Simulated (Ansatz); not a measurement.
# Computed properties of BaZrO$_{3}$

```
Ba Zr O
1.0
     4.18150    0.00000    0.00000
     0.00000    4.18150    0.00000
     0.00000    0.00000    4.18150
Ba Zr O
1 1 3
Direct
  0.50000 0.50000 0.50000
  0.00000 0.00000 0.00000
  0.50000 0.00000 0.00000
  0.00000 0.50000 0.00000
  0.00000 0.00000 0.50000
```

Atoms are numbered in the order listed.

The geometry is COD entry 1538369, unchecked; take it as a test cell. It is an old determination, and later ones may differ.

No spin–orbit coupling, which matters for the heavy atoms here.

Methods: DFT, PBE, all-electron LAPW, scalar-relativistic (Ansatz 0.2.0); DFT, PBE, PAW with Ansatz's default frozen-core files, scalar-relativistic (Ansatz 0.2.0); DFT, PBE, all-electron PAW with datasets made for the crystal, scalar-relativistic (Ansatz 0.2.0).

For LAPW: a Γ-centred 5×5×5 k mesh, Fermi–Dirac smearing of 0.03 eV, basis error target 0.5 meV/atom, no spin polarisation. PAW takes a cutoff of 420 eV at this cell. The crystal-made all-electron datasets (AE datasets) take a cutoff of 400 eV at this cell. The Ansatz runs share mesh, smearing and spin set-up. Values come from LAPW unless marked.

No spin–orbit coupling: at heavy atoms the gradients can be off by tens of per cent for that reason.

* Pressure at this cell: 5.23 GPa
* Field gradients Vzz (crystal-made datasets): Ba1 0 (under 0.004), Zr2 0 (under 0.004), O3 -1.44 (η = 0.00) in 10²¹ V/m²
* Smallest direct gap on the path: 3.44 eV
* Bader charges (from the PAW run): Ba1 +1.53, Zr2 +2.55, O3 -1.36 e
* Volume per atom: 14.62 Å³

**Question.** Löwdin charges (with 0.37 e of the cell spilling out of the atomic basis, so their sizes and signs hang on that basis): what does the calculation give?

**Answer.** Ba1 1.80, Zr2 1.23, O3 -0.89 e.

**Question.** Predict this quantity. Band gap.

**Answer.** 3.25 eV, indirect from R (0.5, 0.5, 0.5) to Γ.
